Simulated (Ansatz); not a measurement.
**Profile along the Sn–Sn line in Sn (beta-Sn type, space group I4_1/amd)**

Sn (beta-Sn type, space group I4_1/amd)

```cif
data_Sn4
_chemical_formula_sum 'Sn4'
_space_group_name_H-M_alt 'I41/amd :1'
_space_group_IT_number 141
_space_group_name_Hall 'I 4bw 2bw -1bw'
_cell_length_a 5.83290
_cell_length_b 5.83290
_cell_length_c 3.15808
_cell_angle_alpha 90.000
_cell_angle_beta 90.000
_cell_angle_gamma 90.000
loop_
_atom_site_label
_atom_site_type_symbol
_atom_site_symmetry_multiplicity
_atom_site_Wyckoff_symbol
_atom_site_fract_x
_atom_site_fract_y
_atom_site_fract_z
_atom_site_occupancy
Sn1 Sn 4 a 0.00000 0.00000 0.00000 1
```
(The calculation used a cell of 2 atoms; values per cell refer to that cell.)

Fields along a shortest Sn–Sn line of a (100) plane (3.02 Å), from Sn to Sn, interpolated on the slice's grid (step about 0.3 Å). Level of theory: PBEsol (plane waves to 420 eV, PAW, scalar-relativistic; Ansatz, a program for electronic structure). k mesh 17×17×17. These are valence fields of a PAW run, semicore shells included where kept as valence: close to a nucleus they are smooth pseudo fields. Sn was relaxed with its symmetry unable to fall.

```
distance from Sn (Å)  valence electron density (e/Å³)  electron localisation function
--------------------  -------------------------------  ------------------------------
0.00                                            16.16                               x
0.15                                            14.80                               x
0.30                                            10.68                               x
0.45                                             6.35                               x
0.60                                             3.25                            0.14
0.76                                             1.55                            0.25
0.91                                             0.77                            0.33
1.06                                             0.46                            0.36
1.21                                             0.32                            0.41
1.36                                             0.27                            0.49
1.51                                             0.25                            0.53
1.66                                             0.27                            0.49
1.81                                             0.32                            0.41
1.96                                             0.46                            0.36
2.11                                             0.77                            0.33
2.27                                             1.54                            0.25
2.42                                             3.25                            0.14
2.57                                             6.34                               x
2.72                                            10.68                               x
2.87                                            14.82                               x
3.02                                            16.58                               x
```

x: too close to a nucleus for the ELF to mean much.

Density on the Sn–Sn line (3.02 Å) at its midpoint: 0.25 e/Å³. ELF at that point: 0.5. ELF maximum in the middle third of the Sn–Sn line: 0.53, 1.5 Å from Sn.
